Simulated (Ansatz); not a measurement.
Ti:
```
Ti
1.0
    4.45082     0.00000     0.00000
   -2.22541     3.85452     0.00000
    0.00000     0.00000     2.77073
Ti
3
Direct
  0.00000   0.00000   0.00000
  0.33333   0.66667   0.50000
  0.66667   0.33333   0.50000
```

Relaxed with LDA.

Problem. Which orbitals make up the states near the Fermi level in LDA in the plane-wave PAW code Ansatz?

Solution. Within 0.5 eV of the Fermi level: Ti 3d 90 %, Ti 4s 5 %. Projections are on Löwdin-orthogonalised atomic valence shells; empty p or d shells of many metals are not among them.

Problem. Tabulate the density of states.

Solution. States/eV per cell of 3 atoms, in 0.25 eV bins, energy from the Fermi level.

```csv
E (eV),total,Ti 3d,Ti 4s,Ti 3p
-6.35,0.00,0.00,0.00,0.00
-6.10,0.04,0.00,0.03,0.00
-5.85,0.13,0.00,0.10,0.00
-5.60,0.19,0.00,0.15,0.00
-5.35,0.23,0.00,0.19,0.00
-5.10,0.28,0.00,0.23,0.01
-4.85,0.33,0.01,0.27,0.01
-4.60,0.38,0.02,0.31,0.01
-4.35,0.44,0.03,0.36,0.01
-4.10,0.51,0.05,0.41,0.02
-3.85,0.63,0.08,0.48,0.02
-3.60,0.74,0.15,0.53,0.02
-3.35,0.77,0.19,0.53,0.02
-3.10,1.14,0.39,0.69,0.03
-2.85,2.44,1.42,0.94,0.03
-2.60,2.51,1.66,0.77,0.03
-2.35,2.89,2.11,0.71,0.03
-2.10,3.83,3.07,0.67,0.04
-1.85,3.74,3.20,0.43,0.04
-1.60,4.15,3.66,0.34,0.04
-1.35,3.97,3.66,0.16,0.03
-1.10,3.92,3.61,0.13,0.03
-0.85,4.59,4.15,0.15,0.04
-0.60,5.48,4.88,0.19,0.05
-0.35,2.65,2.38,0.12,0.02
-0.10,2.15,1.87,0.14,0.01
0.15,4.08,3.72,0.21,0.02
0.40,4.65,4.27,0.22,0.02
0.65,4.66,4.19,0.24,0.02
0.90,4.81,4.37,0.17,0.02
1.15,8.90,8.25,0.21,0.04
1.40,4.89,4.48,0.15,0.02
1.65,3.95,3.71,0.11,0.01
```

Space group P6/mmm. This is a known high-pressure phase of the composition, computed here at zero pressure and temperature. Symmetry was held in the LDA relaxation; its stability against distortions is not shown here. No spin polarisation was allowed.

Potentials: the later of the program's two PAW sets.
